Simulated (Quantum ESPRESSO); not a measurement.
# PtSnAu4NbZr: input and log of a self-consistent run

A calculation, not a measurement. The program is pw.x of Quantum ESPRESSO 7.5 (plane-wave density functional theory). The cell is made up: eight metal atoms on a face-centred cubic lattice, with elements, volume, strain and displacements drawn at random and not relaxed, so it may be unstable or far from any real phase. PseudoDojo standard norm-conserving files set the functional (PBE unless stated); there is no spin polarisation or spin-orbit coupling, the Fermi-Dirac width of 0.25 eV means electrons at about 2900 K, and the masses in the input are unused placeholders. The tin pseudopotential is less sure than most, with forces differing by about three percent from a second method on plain tin. Heavy elements are run without spin-orbit coupling, which real alloys of them have. A spin test at this wide smearing found no moment, but such smearing suppresses magnetism that the real alloy may have.

Input:

```
&control calculation='scf', pseudo_dir='./dojo.nc.sr.pbe.v0_5.standard.upf', outdir='./o', disk_io='minimal', tprnfor=.true., tstress=.true. /
&system ibrav=0, nat=8, ntyp=5, nbnd=79, ecutwfc=84.00895049, nosym=.true., tot_charge=0,
 occupations='smearing', smearing='fd', degauss=0.0183746611
/
&electrons conv_thr=1.470e-08, electron_maxstep=70, mixing_beta=0.5 /
ATOMIC_SPECIES
Au 1.0 Au.upf
Nb 1.0 Nb.upf
Pt 1.0 Pt.upf
Sn 1.0 Sn.upf
Zr 1.0 Zr.upf
CELL_PARAMETERS angstrom
0.0007 -0.0637 -4.2708
-4.1349 -0.0142 0.0007
2.0955 8.4514 2.2622
ATOMIC_POSITIONS angstrom
Pt -0.1258 0.1116 -0.0228
Sn -1.9944 2.0153 -0.0231
Au 0.0757 4.2558 0.0108
Au -2.0333 6.3314 0.1294
Nb -2.0304 0.1122 -2.243
Au 0.051 2.0015 -2.0575
Zr -2.0407 4.0897 -1.9683
Au -0.0766 6.3489 -2.0078
K_POINTS automatic
6 6 3 1 1 1
```

The log is shortened where brackets say so; the opening notice, blank lines, dates and the lines on written files are dropped, and the path of the files is cut. It prints rydbergs, bohrs and kilobars, and counts compression as positive stress. Its total energy is the free energy E - TS of the whole cell.

```
     Program PWSCF v.7.5
     Parallel version (MPI & OpenMP), running on       4 processor cores
     Number of MPI processes:                 4
     Threads/MPI process:                     1
     [start-up lines left out]
     bravais-lattice index     =            0
     lattice parameter (alat)  =       8.0715  a.u.
     unit-cell volume          =    1002.2830 (a.u.)^3
     number of atoms/cell      =            8
     number of atomic types    =            5
     number of electrons       =       133.00
     number of Kohn-Sham states=           79
     kinetic-energy cutoff     =      84.0090  Ry
     charge density cutoff     =     336.0358  Ry
     scf convergence threshold =      1.5E-08
     mixing beta               =       0.5000
     number of iterations used =            8  plain     mixing
     Exchange-correlation= PBE
                           (   1   4   3   4   0   0   0)
     [axes and pseudopotential details left out]
   Cartesian axes
     site n.     atom                  positions (alat units)
         1        Pt     tau(   1) = (  -0.0294526   0.0261280  -0.0053380  )
         2        Sn     tau(   2) = (  -0.4669332   0.4718263  -0.0054082  )
         3        Au     tau(   3) = (   0.0177230   0.9963769   0.0025285  )
         4        Au     tau(   4) = (  -0.4760405   1.4823208   0.0302954  )
         5        Nb     tau(   5) = (  -0.4753616   0.0262685  -0.5251359  )
         6        Au     tau(   6) = (   0.0119402   0.4685954  -0.4817063  )
         7        Zr     tau(   7) = (  -0.4777730   0.9574893  -0.4608226  )
         8        Au     tau(   8) = (  -0.0179338   1.4864180  -0.4700704  )
     number of k points=    54  Fermi-Dirac smearing, width (Ry)=  0.0184
                       cart. coord. in units 2pi/alat
        k(    1) = (  -0.0865376   0.1285142  -0.0852736), wk =   0.0370370
        k(    2) = (  -0.0853740  -0.2100545  -0.0802236), wk =   0.0370370
     [further k points left out]
     Dense  grid:   104291 G-vectors     FFT dimensions: (  48,  45, 100)
     Estimated max dynamical RAM per process >     425.42 MB
     Estimated total dynamical RAM >       1.59 GB
     Initial potential from superposition of free atoms
     starting charge     132.9932, renormalised to     133.0000
     Starting wfcs are   79 randomized atomic wfcs
     total cpu time spent up to now is        6.3 secs
     per-process dynamical memory:   327.7 Mb
     Self-consistent Calculation
     iteration #  1     ecut=    84.01 Ry     beta= 0.50
     Davidson diagonalization with overlap
     ethr =  1.00E-02,  avg # of iterations =  5.4
     total cpu time spent up to now is       24.3 secs
     total energy              =   -1829.54488220 Ry
     estimated scf accuracy    <       1.67863794 Ry
     iteration #  2     ecut=    84.01 Ry     beta= 0.50
     Davidson diagonalization with overlap
     ethr =  1.26E-03,  avg # of iterations =  4.8
     total cpu time spent up to now is       43.3 secs
     total energy              =   -1828.78135310 Ry
     estimated scf accuracy    <      16.58801807 Ry
     iteration #  3     ecut=    84.01 Ry     beta= 0.50
     Davidson diagonalization with overlap
     ethr =  1.26E-03,  avg # of iterations =  4.8
     total cpu time spent up to now is       62.8 secs
     total energy              =   -1830.10045067 Ry
     estimated scf accuracy    <       3.11101980 Ry
     iteration #  4     ecut=    84.01 Ry     beta= 0.50
     Davidson diagonalization with overlap
     ethr =  1.26E-03,  avg # of iterations =  2.0
     total cpu time spent up to now is       79.0 secs
     total energy              =   -1830.31253570 Ry
     estimated scf accuracy    <       0.49569694 Ry
     iteration #  5     ecut=    84.01 Ry     beta= 0.50
     Davidson diagonalization with overlap
     ethr =  3.73E-04,  avg # of iterations =  2.0
     total cpu time spent up to now is       93.0 secs
     total energy              =   -1830.35604753 Ry
     estimated scf accuracy    <       0.03034529 Ry
     [iterations 6 to 11 left out]
     iteration # 12     ecut=    84.01 Ry     beta= 0.50
     Davidson diagonalization with overlap
     ethr =  1.66E-09,  avg # of iterations =  2.1
     total cpu time spent up to now is      212.3 secs
     total energy              =   -1830.36194559 Ry
     estimated scf accuracy    <       0.00000427 Ry
     iteration # 13     ecut=    84.01 Ry     beta= 0.50
     Davidson diagonalization with overlap
     ethr =  1.66E-09,  avg # of iterations =  2.0
     total cpu time spent up to now is      228.2 secs
     total energy              =   -1830.36194589 Ry
     estimated scf accuracy    <       0.00000016 Ry
     iteration # 14     ecut=    84.01 Ry     beta= 0.50
     Davidson diagonalization with overlap
     ethr =  1.19E-10,  avg # of iterations =  2.1
     total cpu time spent up to now is      245.0 secs
     total energy              =   -1830.36194589 Ry
     estimated scf accuracy    <       0.00000014 Ry
     iteration # 15     ecut=    84.01 Ry     beta= 0.50
     Davidson diagonalization with overlap
     ethr =  1.03E-10,  avg # of iterations =  2.0
     total cpu time spent up to now is      261.4 secs
     total energy              =   -1830.36194591 Ry
     estimated scf accuracy    <       0.00000003 Ry
     iteration # 16     ecut=    84.01 Ry     beta= 0.50
     Davidson diagonalization with overlap
     ethr =  2.57E-11,  avg # of iterations =  1.0
     total cpu time spent up to now is      276.2 secs
     End of self-consistent calculation
     [lines on levels left out]
!    total energy              =   -1830.36194591 Ry
     estimated scf accuracy    <          3.1E-10 Ry
     smearing contrib. (-TS)   =      -0.08648230 Ry
     internal energy E=F+TS    =   -1830.27546361 Ry
     The total energy is F=E-TS. E is the sum of the following terms:
     one-electron contribution =    -533.75590829 Ry
     hartree contribution      =     341.08533768 Ry
     xc contribution           =    -346.30117224 Ry
     ewald contribution        =   -1291.30372076 Ry
     convergence has been achieved in  16 iterations
     Forces acting on atoms (cartesian axes, Ry/au):
     atom    1 type  3   force =     0.01481473   -0.05218450    0.00931846
     atom    2 type  4   force =    -0.02192296    0.01919705    0.02030316
     atom    3 type  1   force =    -0.00587056    0.01227696    0.02361223
     atom    4 type  1   force =    -0.00552618    0.01542886    0.00109255
     atom    5 type  2   force =    -0.00113569   -0.08789465    0.01965907
     atom    6 type  1   force =     0.00683671    0.01921427   -0.02016281
     atom    7 type  5   force =     0.00105387    0.06144763   -0.04466798
     atom    8 type  1   force =     0.01175007    0.01251438   -0.00915467
     Total force =     0.142793     Total SCF correction =     0.000094
     Computing stress (Cartesian axis) and pressure
          total   stress  (Ry/bohr**3)                   (kbar)     P=       30.52
   0.00028982  -0.00007156  -0.00003582           42.63      -10.53       -5.27
  -0.00007156   0.00014971  -0.00017112          -10.53       22.02      -25.17
  -0.00003582  -0.00017112   0.00018294           -5.27      -25.17       26.91
     init_run     :      5.91s CPU      6.23s WALL (       1 calls)
     electrons    :    264.08s CPU    269.84s WALL (       1 calls)
     forces       :      2.62s CPU      2.64s WALL (       1 calls)
     stress       :      9.12s CPU      9.33s WALL (       1 calls)
     [timing details left out]
     PWSCF        :   4m41.83s CPU   4m48.17s WALL
     JOB DONE.
```

In other units: free energy -24903.343 eV for the cell, pressure 3.05 GPa, largest force component 2.260 eV/Å in size. The run took 290 s of wall time with four MPI processes on a shared machine (Intel Xeon, 2023 or later, virtual cores), so the time is rough. A rerun of this cell at a higher cutoff and on a denser mesh moved values by no more than 0.003 eV in energy, 0.04 GPa in stress and 0.005 eV/Å in force, and a second program with other atomic files agreed on that cell to 2 % rms in force and 0.5 GPa in pressure.